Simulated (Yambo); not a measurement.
## CuI: sweep of GW parameters

G0W0@PBEsol for CuI (space group Cmcm, No. 63) in Yambo. Reference settings: 2×2×2 Γ-centred k mesh, bands 17 to 354 and a 7 Ry block in the screening, 354 bands in G with the Bruneval-Gonze terminator, plasmon pole fitted at 27.2 eV. The PBEsol gap Γ → Γ on this mesh is 0.71 eV; G0W0 gaps are taken between the same points.

```json
[
 {"change from the reference": "reference settings", "G0W0 gap Γ → Γ (eV)": "1.36", "shift of the valence edge (eV)": "-0.33", "rough Yambo cost": "1"},
 {"change from the reference": "142 bands in W, 142 bands in G", "G0W0 gap Γ → Γ (eV)": "1.52", "shift of the valence edge (eV)": "-0.20", "rough Yambo cost": "within a factor of two"},
 {"change from the reference": "232 bands in W, 232 bands in G", "G0W0 gap Γ → Γ (eV)": "1.41", "shift of the valence edge (eV)": "-0.28", "rough Yambo cost": "within a factor of two"},
 {"change from the reference": "142 bands in G", "G0W0 gap Γ → Γ (eV)": "1.42", "shift of the valence edge (eV)": "-0.32", "rough Yambo cost": "–"},
 {"change from the reference": "232 bands in G", "G0W0 gap Γ → Γ (eV)": "1.38", "shift of the valence edge (eV)": "-0.33", "rough Yambo cost": "–"},
 {"change from the reference": "172 bands in W", "G0W0 gap Γ → Γ (eV)": "1.44", "shift of the valence edge (eV)": "-0.24", "rough Yambo cost": "within a factor of two"},
 {"change from the reference": "3 Ry block", "G0W0 gap Γ → Γ (eV)": "1.55", "shift of the valence edge (eV)": "-0.47", "rough Yambo cost": "within a factor of two"},
 {"change from the reference": "2 Ry block", "G0W0 gap Γ → Γ (eV)": "1.89", "shift of the valence edge (eV)": "-0.72", "rough Yambo cost": "within a factor of two"},
 {"change from the reference": "6 Ry block", "G0W0 gap Γ → Γ (eV)": "1.39", "shift of the valence edge (eV)": "-0.34", "rough Yambo cost": "within a factor of two"},
 {"change from the reference": "pole fitted at 40 eV", "G0W0 gap Γ → Γ (eV)": "1.34", "shift of the valence edge (eV)": "-0.35", "rough Yambo cost": "–"},
 {"change from the reference": "no random integration", "G0W0 gap Γ → Γ (eV)": "1.33", "shift of the valence edge (eV)": "-0.14", "rough Yambo cost": "–"},
 {"change from the reference": "142 bands in G, no terminator", "G0W0 gap Γ → Γ (eV)": "1.38", "shift of the valence edge (eV)": "0.11", "rough Yambo cost": "–"},
 {"change from the reference": "232 bands in G, no terminator", "G0W0 gap Γ → Γ (eV)": "1.31", "shift of the valence edge (eV)": "-0.08", "rough Yambo cost": "–"},
 {"change from the reference": "no terminator", "G0W0 gap Γ → Γ (eV)": "1.30", "shift of the valence edge (eV)": "-0.17", "rough Yambo cost": "–"}
]
```

The reference isn't shown to be the converged limit. Costs are rough (shared machines), scaled to the same edge states, and given only for runs that recompute the screening.

The filled Cu 3d shell has no Hubbard U; semilocal functionals place it too high.

Spin-orbit coupling is included.

Geometry relaxed with PBE+D3(BJ); primitive cell a = 4.8108 Å, b = 4.8108 Å, c = 4.3664 Å, α = 90.00°, β = 90.00°, γ = 93.18°.

This is not the ordinary phase of the substance; no match was found in the copy of COD used, and its stability was not checked.

A shift is the quasiparticle energy of the state minus its PBEsol energy.
